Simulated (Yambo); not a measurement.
HgS (space group P3_221, No. 154), G0W0@PBEsol in Yambo with this input:

```
rim_cut
gw0
dyson
el_el_corr
HF_and_locXC
ppa
em1d
RandQpts= 1000000
RandGvec= 1 Ry
EXXRLvcs= 66 Ry
VXCRLvcs= 264 Ry
Chimod= "HARTREE"
% BndsRnXp
 13 | 315 |
%
NGsBlkXp= 8 Ry
% LongDrXp
 1.0 | 1.0 | 1.0 |
%
PPAPntXp= 27.2114 eV
% GbndRnge
 1 | 315 |
%
GTermKind= "BG"
DysSolver= "n"
ExtendOut
```

On a 3×3×1 mesh, with wavefunctions cut at 66 Ry, the gap (Γ → Γ) is 2.075 eV and the valence edge shifts by -0.673 eV.

### Question
What happens with this change: 2 Ry block?

### Answer
The gap falls by 0.173 eV, to 1.902 eV; the shift of the valence edge becomes -0.232 eV. Neither run is shown to be the converged limit.

Spin-orbit coupling is not included.

Geometry relaxed with PBE+D3(BJ); primitive cell a = b = 4.1611 Å, c = 9.5046 Å, α = β = 90.00°, γ = 120.00°.

A shift is the quasiparticle energy of the state minus its PBEsol energy.
